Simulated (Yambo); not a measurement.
Yambo run on KHgF3 (space group Cmmm, No. 65, within 0.06 Å of Pm-3m). The wavefunctions are PBEsol (pw.x of Quantum ESPRESSO, ONCV potentials, with spin-orbit coupling) ones on a 2×2×2 mesh (50 occupied bands); a = b = 4.533 Å, c = 4.524 Å, α = β = 90.00°, γ = 90.11°.

Yambo input:

```
rim_cut
gw0
dyson
el_el_corr
HF_and_locXC
ppa
em1d
RandQpts= 1000000
RandGvec= 1 Ry
EXXRLvcs= 84 Ry
VXCRLvcs= 336 Ry
Chimod= "HARTREE"
% BndsRnXp
 9 | 284 |
%
NGsBlkXp= 7 Ry
% LongDrXp
 1.0 | 1.0 | 1.0 |
%
PPAPntXp= 27.2114 eV
% GbndRnge
 1 | 284 |
%
GTermKind= "none"
DysSolver= "n"
ExtendOut
% QPkrange
 1 | 1 | 50 | 51 |
 6 | 6 | 50 | 50 |
%
```

k points by index: 1 = Γ, 6 = (-0.5, -0.5, -0.5).

The o-*.qp file then holds:

```
#    K-point    Band    Eo [eV]    E [eV]    E-Eo [eV]    Vxc [eV]    Vnlxc [eV]    Sc|Eo [eV]    Sc|E [eV]    dSc/dw|Eo [eV]    Re(Z)    Im(Z)
#
    1    50    -2.660531    -4.073052    -1.412522    -21.56898    -29.31182    5.912497    6.330318    -8.044236    0.771799    -0.004983
    1    51    0.304220    1.351747    1.047527    -13.05630    -8.834667    -2.987670    -3.174109    -4.842735    0.848919    -0.950729E-3
    6    50    0.000000    -0.694316    -0.694316    -24.80863    -30.14180    4.469541    4.638855    -6.634534    0.803976    -0.001237
```
(The two width columns are left out.) Convergence of these settings isn't established.

Geometry of the Materials Project entry, not relaxed at this level.
